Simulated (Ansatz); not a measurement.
### Question
Each is relaxed and computed with the program Ansatz at the r²SCAN level (PAW). Which is the only metal?
(A) LaNiGe3, I4mm (La on 2a, Ni on 2a, Ge on 4b, Ge on 2a)
(B) TiNi4GeO8, F-43m (Pearson symbol cF56)
(C) KLaGeS4, P2_1 (Pearson symbol mP14)
(D) ZnGeO3, R-3 (Zn on 6c, Ge on 6c, O on 18f)

### Answer
A, LaNiGe3, I4mm (La on 2a, Ni on 2a, Ge on 4b, Ge on 2a). LaNiGe3: metal; TiNi4GeO8: gap 2.07 eV (indirect); KLaGeS4: gap 2.84 eV (indirect); ZnGeO3: gap 3.19 eV (indirect). Spin orders computed, not proven ground states: TiNi4GeO8, F-43m (Pearson symbol cF56) ferromagnetic. Standing as an ambient phase not checked: LaNiGe3, I4mm (La on 2a, Ni on 2a, Ge on 4b, Ge on 2a); TiNi4GeO8, F-43m (Pearson symbol cF56); KLaGeS4, P2_1 (Pearson symbol mP14); ZnGeO3, R-3 (Zn on 6c, Ge on 6c, O on 18f). All cells were relaxed under the symmetry of their starts (and spin orders); stability against distortions was not tested throughout. Rows with no word on spin ran without spin polarisation. No Hubbard U is applied. Scalar-relativistic: spin–orbit coupling is off unless named, which matters more the heavier the elements.

Potentials: the later of the program's two PAW sets.
